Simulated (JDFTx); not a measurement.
```json
{
  "surface": "TiAl(111), Al outermost, slab composition Ti5Al6",
  "bulk": "TiAl, P4/mmm, lattice of mp-1953 (not re-optimised)",
  "slab": "11 atoms in 11 planes, 1x1, 8.8 Å between the outermost planes",
  "in-plane cell": "3.975 × 4.943 Å, 17.99 Å²",
  "cell_height": "24.9 Å",
  "sampling": "6×6×1 k mesh, Fermi smearing 0.01 Ha, no spin polarisation"
}
```

Whether this polymorph is the ambient one wasn't checked. Neither spin polarisation nor a larger cell was tried.

Computed with JDFTx (a modified build): PBE, GBRV ultrasoft potentials, plane waves to 20/100 Ha. Liquid: linear PCM (GLSSA13), water, 2 M NaF. Between zero charge and 0.11 V from it the run gives σ = 4.0 μC/cm², a mean capacitance of 37.4 μF/cm². The liquid has ε = 78.4, a 1:1 salt at 2 M with linear (Debye) response, and T = 298 K.

Working it through: the Debye length, the diffuse-layer capacitance, and the inner capacitance that is left when the two stand in series.

Each ion has density c = 2 × 6.022×10⁻⁴ = 1.204e-03 Å⁻³. λ² = ε kT / (8π (e²/4πε₀) c) with kT = 0.02568 eV and e²/4πε₀ = 14.40 eV Å gives λ = 2.15 Å; the log prints 2.15 Å. C_diffuse = ε₀ε/λ = 323 μF/cm². Then 1/C_inner = 1/37.4 − 1/323, so C_inner = 42.3 μF/cm², which equals a vacuum gap of ε₀/C_inner = 0.21 Å. The diffuse layer takes 12 % of the potential drop; the rest lies between the electrode's charge and the onset of the dielectric, with the electrode's own (quantum) capacitance in it. The split is a model: in the calculation solvent and ions share one smooth cavity.
